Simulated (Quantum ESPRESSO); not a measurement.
## Band energies of PtS₂

```
CELL_PARAMETERS angstrom
      3.58250     0.00000     0.00000
     -1.79125     3.10253     0.00000
      0.00000     0.00000     4.66018
ATOMIC_POSITIONS crystal
  S  0.66667 0.33333 0.74135
  S  0.33333 0.66667 0.25865
  Pt 0.00000 0.00000 0.00000
```

norm-conserving PBE (Quantum ESPRESSO, 84 Ry, no spin-orbit coupling); path ΓMKΓALHA,LM,KH; energies in eV from the Fermi level.

```
k (1/Å)  point  band 11  band 12  band 13  band 14  band 15  band 16  band 17  band 18
-------  -----  -------  -------  -------  -------  -------  -------  -------  -------
0.00         Γ    -4.30    -2.55    -1.68    -1.68    -0.02     1.09     1.09     3.52
0.34              -4.53    -3.31    -2.00    -1.89    -0.91     1.22     1.25     4.88
0.79              -4.50    -4.03    -3.11    -2.98    -2.60     0.84     2.05     5.03
1.01         M    -4.17    -4.14    -3.65    -3.57    -3.03     0.68     2.22     5.16
1.25              -4.65    -3.74    -3.69    -3.19    -2.07     0.46     1.44     4.77
1.60         K    -5.07    -4.05    -2.88    -1.97    -1.97     0.10     0.10     4.32
1.70              -5.10    -3.96    -2.98    -2.38    -1.61     0.15     0.22     4.35
2.13              -5.13    -3.69    -3.11    -2.49    -0.83     0.51     1.50     5.06
2.55              -4.44    -2.91    -1.83    -1.77    -0.40     1.07     1.16     4.26
2.77         Γ    -4.30    -2.55    -1.68    -1.68    -0.02     1.09     1.09     3.52
2.99              -4.32    -2.62    -1.83    -1.83    -0.52     1.35     1.35     3.82
3.44         A    -4.37    -3.36    -2.21    -2.21    -1.59     2.18     2.18     5.20
3.85              -4.68    -3.41    -2.25    -1.86    -0.86     0.55     1.19     4.90
4.25              -4.21    -3.46    -3.40    -2.64    -1.47     0.69     1.24     4.67
4.45         L    -3.71    -3.68    -3.31    -3.26    -1.61     0.70     1.55     4.77
4.65              -4.17    -3.72    -3.72    -2.74    -2.05     1.02     1.75     5.24
5.04         H    -4.78    -4.72    -3.87    -2.62    -2.62     1.92     1.92     6.60
5.43              -4.69    -3.51    -2.82    -2.74    -2.18     0.95     1.53     5.79
5.82              -4.81    -3.38    -2.42    -1.72    -0.71     0.33     1.29     5.53
6.21         A    -4.37    -3.36    -2.21    -2.21    -1.59     2.18     2.18     5.20
6.21         L    -3.71    -3.68    -3.31    -3.26    -1.61     0.70     1.55     4.77
6.50              -3.78    -3.73    -3.56    -3.39    -2.21     1.26     1.44     4.35
6.88         M    -4.17    -4.14    -3.65    -3.57    -3.03     0.68     2.22     5.16
6.88         K    -5.07    -4.05    -2.88    -1.97    -1.97     0.10     0.10     4.32
7.17              -4.94    -4.09    -3.45    -2.29    -2.29     0.82     0.82     5.16
7.56         H    -4.78    -4.72    -3.87    -2.62    -2.62     1.92     1.92     6.60
```

At this level the gap is closed or nearly so: along the path the highest valence and lowest conduction bands touch, or overlap by less than 0.6 eV, a zero-gap or semimetallic result; the valence top lies at Γ, the conduction bottom at 58 % of the way from H to A. Semilocal functionals close the gaps of some narrow-gap semiconductors, so this alone doesn't show that the compound has none.

Without spin-orbit coupling, band edges of such heavy elements can be off by tenths of an eV.

Geometry relaxed with PBE+D3(BJ).
